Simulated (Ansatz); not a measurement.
Below is a relaxed structure of TaW3O4. The cell was found from a structure generator's guess, not taken from experiment.

Method: DFT PBE, scalar-relativistic, plane waves, PAW in Ansatz. Cutoff 420 eV, Γ-centred mesh, Gaussian smearing, no spin polarisation.

```
CELL_PARAMETERS angstrom
-2.83068 2.83068 2.83068
2.83068 -2.83068 2.83068
2.83068 2.83068 -2.83068
ATOMIC_POSITIONS crystal
Ta 0.00000 0.00000 0.00000
W 0.50000 0.50000 0.00000
W 0.50000 0.00000 0.50000
W 0.00000 0.50000 0.50000
O 0.50000 0.50000 0.50000
O 0.00000 0.00000 0.50000
O 0.00000 0.50000 0.00000
O 0.50000 0.00000 0.00000
```

The zero of energy is the elements' standard structures at the same level (O₂ as a molecule); no fitted shifts are applied.

(1) Find its symmetry and describe it.

(2) What is its formation energy per atom?

(3) Is it a metal?

(4) From what recipe could a structure generator have reached it?

## Answers

(1) Im-3m (No. 229), with Ta and W ordered on caesium chloride sites. Conventional cell: a = 5.661 Å. Around Ta lie 8 O at 2.45 Å and 6 W at 2.83 Å; around W lie 8 O at 2.45 Å, 2 Ta at 2.83 Å and 4 W at 2.83 Å; O has 2 Ta at 2.45 Å, 6 W at 2.45 Å and 6 O at 2.83 Å.

(2) +0.17 eV/atom. A positive value: parting into the elements would lower its energy.

(3) Yes, bands cross the Fermi level on the 10×10×10 mesh.

(4) One such recipe: ordered mixture on the cation sites of caesium chloride (Im-3m, No. 229). Other recipes can lead to the same cell.

The last run used a 10×10×10 mesh for its 8-atom cell and Gaussian smearing of 0.10 eV. Spin–orbit coupling, which can matter for Ta and W, is left out. An odd number of electrons in the primitive cell allows no gap without spin; a larger cell or a magnetic state could open one. Symmetry constrained the relaxation, so the result can be a saddle point.
